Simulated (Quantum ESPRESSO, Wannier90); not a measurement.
# Tight-binding from DFT: ZrO2 (fluorite)

```xyz
3
Lattice="0.0000 2.5451 2.5451 2.5451 0.0000 2.5451 2.5451 2.5451 0.0000" Properties=species:S:1:pos:R:3 pbc="T T T"
Zr     0.0000     0.0000     0.0000
O      1.2725     1.2725     1.2725
O     -1.2725    -1.2725    -1.2725
```

Structure: Materials Project mp-1565, symmetrised, not relaxed again. COD (Crystallography Open Database) records the formula in this space group. Ideal cubic forms of this type are often high-temperature phases that distort on cooling; symmetry holds the cell here, and its stability was not tested. Method: PBEsol plane waves in Quantum ESPRESSO 7.5 (PseudoDojo norm-conserving files, 68 Ry, no spin polarisation, no spin-orbit coupling), Bloch states on a 10×10×10 mesh through Γ, Wannier90 4.0.1. Density: 10×10×10 mesh, cold smearing 0.01 Ry.

A tight-binding model is made by disentanglement and projection with no localisation steps (num_iter = 0), so the 11 orbitals stay atom-like: hydrogen-like Zr: d; O: p, axes along x, y, z; frozen window up to 4.80 eV relative to the valence-band maximum. It follows pw.x to 0.2 meV rms for states up to 4.3 eV relative to the valence-band maximum. Matrix elements depend on this choice of orbitals and windows.

Q: What are the on-site energies relative to the valence-band maximum, and how fast do the hoppings decay?

A: 
```json
[
 {"atom": "Zr1", "orbitals": "dz2 dx2-y2", "energy (eV)": "3.59"},
 {"atom": "Zr1", "orbitals": "dxz dyz dxy", "energy (eV)": "5.71"},
 {"atom": "O2", "orbitals": "pz px py", "energy (eV)": "-1.65"},
 {"atom": "O3", "orbitals": "pz px py", "energy (eV)": "-1.65"}
]
```

```tsv
distance of the centres (Å)	largest modulus (eV)
2–3	1.1
3–4	0.16
4–5	0.047
5–6	0.048
6–7	0.018
7–8	0.0045
8–9	0.0036
9–10	0.0014
10–11	0.0014
11–12	0.00063
12–13	0.00032
```
